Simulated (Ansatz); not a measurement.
Input for Ansatz (plane-wave DFT, PAW):

```yaml
crystal:
  lattice:
    - [0.0, 3.557509052, 3.557509052]
    - [3.557509052, 0.0, 3.557509052]
    - [3.557509052, 3.557509052, 0.0]
  atoms:
    - { symbol: Ca, position: [0.0, 0.0, 0.0] }
    - { symbol: Ca, position: [0.25, 0.25, 0.25] }
    - { symbol: Ni, position: [0.625, 0.625, 0.625] }
    - { symbol: Ni, position: [0.125, 0.625, 0.625] }
    - { symbol: Ni, position: [0.625, 0.125, 0.625] }
    - { symbol: Ni, position: [0.625, 0.625, 0.125] }
basis:
  ecutwfc: 500
kpoints:
  mp_grid: { grid: [10, 10, 10] }
  band_path:
    path:
      - [[0.0, 0.0, 0.0], [0.5, 0.0, 0.5], [0.625, 0.25, 0.625]]
      - [[0.375, 0.375, 0.75], [0.0, 0.0, 0.0], [0.5, 0.5, 0.5], [0.5, 0.25, 0.75], [0.5, 0.0, 0.5]]
    npoints: 14
hamiltonian:
  xc: r2scan
scf:
  occupations: { method: gaussian, width: 0.1 }
  n_extra_bands: 15
output:
  forces: true
  stress: true
  eigenvalues: true
  populations: true
  dos: { projected: true, de: 0.02, nscf_kmesh: { grid: [15, 15, 15] } }
  bader: true
  write_density: true
  write_potential: true
  elf: true
  volumetric_format: npy
```

Launched with
```bash
ansatz run input.yaml --threads 2 --pin off --max-ram 5120MiB --backend cpu --events-out ev --progress --plain --runs-dir out
```

Computed with DFT r2SCAN, scalar-relativistic, plane waves, PAW in Ansatz.

Part of what the program printed, abridged (final results; tables in files aren't shown):

```
SCF 1 converged in 11 iterations: F = -27025.239664 eV  dr2 = 1.03e-9
SCF converged after 11 iterations
Free energy (F): -27025.239664 eV
Harris-Foulkes:  -27025.239664 eV  (|F-HF|=6.55e-11)
Internal energy: -27025.210032 eV  (E = F + TS)
E sigma→0 (E₀):  -27025.224848 eV
Entropy (-TS):   -0.029632 eV (-4.939 meV/atom)
Fermi energy:    13.641984 eV
--- Per-component energies (eV) ---
  E_band       = -1687.583550
  E_kinetic    = 1698.846085
  E_local      = -18480.012458  (includes V_loc(G=0)·N_el)
  E_nonlocal   = 2695.473492
  E_hartree    = 7790.744337
  E_xc         = -588.973711
  E_vxc        = -857.068060  (∫ρ·V_xc dr)
  E_paw        = -8314.623719  (= ΣΔE_a)
  E_vpaw       = -2384.967467  (= ΣTr[D̂ρ^β])
  E_aug_tail   = 0.000886  (compensation charges beyond the density's cutoff)
  E_vtau       = 58.659718  (kinetic-family band-sum trace: ∫τ·v_τ [+ j·A + Jᵃ·Aᵃ] dr)
  E_ewald      = -11825.023340
  E_core_change = -1.641605  (= ΣΔE_core)
  E_smearing   = -0.029632  (= −TS)
--- Forces (eV/Å), atoms counted from 1 ---
  atom   1  Ca     0.00000000     0.00000000     0.00000000
  atom   2  Ca     0.00000000     0.00000000     0.00000000
  atom   3  Ni     0.00000000     0.00000000     0.00000000
  atom   4  Ni     0.00000000     0.00000000     0.00000000
  atom   5  Ni     0.00000000     0.00000000     0.00000000
  atom   6  Ni     0.00000000     0.00000000     0.00000000
--- Stress (GPa, compression-positive) ---
       -0.002096       0.000000       0.000000
        0.000000      -0.002096       0.000000
        0.000000       0.000000      -0.002096
  P = ⅓ Tr σ = -0.0021 GPa (-0.021 kbar)
--- Band table (eV; the first three rows and the last of 47) ---
  k-point 0: bands = ["-92.7904", "-92.7700", "-92.7700", "-92.7700", "-51.8941", "-51.7675", "-51.7675", "-51.7675", "-51.6795", "-51.6795", "-51.6511", "-51.6511", "-51.6511", "-51.6204", "-51.6204", "-51.6204", "-28.4787", "-28.3092", "-8.8095", "-8.8095", "-8.8095", "-8.4702", "-8.4702", "-8.4702", "6.2871", "10.0668", "10.3857", "10.3857", "10.3857", "11.2311", "11.2311", "11.2311", "11.2916", "11.2916", "12.7769", "12.7769", "12.7769", "12.8007", "12.8007", "12.8007", "12.8553", "12.8553", "13.7963", "13.7963", "13.7963", "14.1560", "14.1560", "14.2066", "14.2066", "14.2066", "14.4202", "16.6066", "16.6066", "16.6066", "20.1546", "20.1546", "21.6323", "21.6323", "21.6323", "21.9500", " ...
  k-point 1: bands = ["-92.7900", "-92.7704", "-92.7700", "-92.7700", "-51.8914", "-51.7684", "-51.7667", "-51.7667", "-51.6789", "-51.6789", "-51.6530", "-51.6512", "-51.6512", "-51.6217", "-51.6217", "-51.6204", "-28.4756", "-28.3124", "-8.8142", "-8.8142", "-8.8107", "-8.4714", "-8.4653", "-8.4653", "6.3918", "10.0986", "10.3916", "10.4030", "10.4030", "11.1950", "11.2508", "11.2508", "11.3084", "11.3084", "12.6856", "12.7233", "12.7233", "12.7457", "12.7457", "12.7974", "12.8357", "12.8357", "13.5115", "13.5115", "13.7963", "13.8754", "14.3040", "14.3063", "14.3063", "14.4952", "14.4952", "16.6000", "16.6000", "16.9463", "20.1078", "20.1078", "21.6821", "21.6821", "21.7542", "21.8563", " ...
  k-point 2: bands = ["-92.7890", "-92.7714", "-92.7700", "-92.7700", "-51.8840", "-51.7711", "-51.7647", "-51.7647", "-51.6771", "-51.6771", "-51.6578", "-51.6517", "-51.6517", "-51.6251", "-51.6251", "-51.6204", "-28.4668", "-28.3211", "-8.8261", "-8.8261", "-8.8156", "-8.4727", "-8.4532", "-8.4532", "6.6959", "10.1495", "10.4280", "10.4516", "10.4516", "11.0908", "11.2951", "11.2951", "11.3747", "11.3747", "12.4429", "12.5367", "12.5367", "12.5963", "12.5963", "12.7887", "12.8249", "12.8249", "13.0167", "13.1996", "13.1996", "13.7962", "14.3411", "14.6328", "14.6328", "14.8826", "14.8826", "16.5778", "16.5778", "17.4914", "19.9856", "19.9856", "20.8611", "21.7012", "21.7012", "21.8935", " ...
  k-point 46: bands = ["-92.7802", "-92.7802", "-92.7700", "-92.7700", "-51.8231", "-51.8231", "-51.7508", "-51.7508", "-51.6741", "-51.6741", "-51.6603", "-51.6603", "-51.6445", "-51.6445", "-51.6329", "-51.6329", "-28.3938", "-28.3938", "-8.9101", "-8.9101", "-8.6463", "-8.6463", "-8.3772", "-8.3772", "9.0561", "9.0561", "10.7443", "10.7443", "11.1875", "11.1875", "11.2612", "11.2612", "11.3836", "11.3836", "11.7034", "11.7034", "11.9367", "11.9367", "12.1272", "12.1272", "12.4813", "12.4813", "12.6615", "12.6615", "13.0820", "13.0820", "13.8854", "13.8854", "16.1788", "16.1788", "16.7283", "16.7283", "17.6826", "17.6826", "18.9682", "18.9682", "19.2847", "19.2847", "21.4222", "21.4222", " ...
--- Löwdin populations: 6 sites ---
  site symbol q [e]
     0     Ca      8.7086
     1     Ca      8.7086
     2     Ni     18.1908
     3     Ni     18.1908
     4     Ni     18.1908
     5     Ni     18.1908
  spilling = 0.019776 (of n_electrons = 92.000000)
--- Bader charges: 6 sites ---
  site symbol charge [e]  shift [e]
     0     Ca      1.2505     0.0000
     1     Ca      1.2505     0.0000
     2     Ni     -0.6253     0.0000
     3     Ni     -0.6252     0.0000
     4     Ni     -0.6252     0.0000
     5     Ni     -0.6252     0.0000
  estimated error of the sums over rays = 2.3e-4 e
```

The run converged.

The run took 2.1 min on 2 threads of Intel(R) Xeon(R) Processor @ 2.50GHz (Skylake/Cascade Lake), on a shared host, peak memory 0.93 GiB.

Spin polarisation was left out, and a magnetic state may lie lower.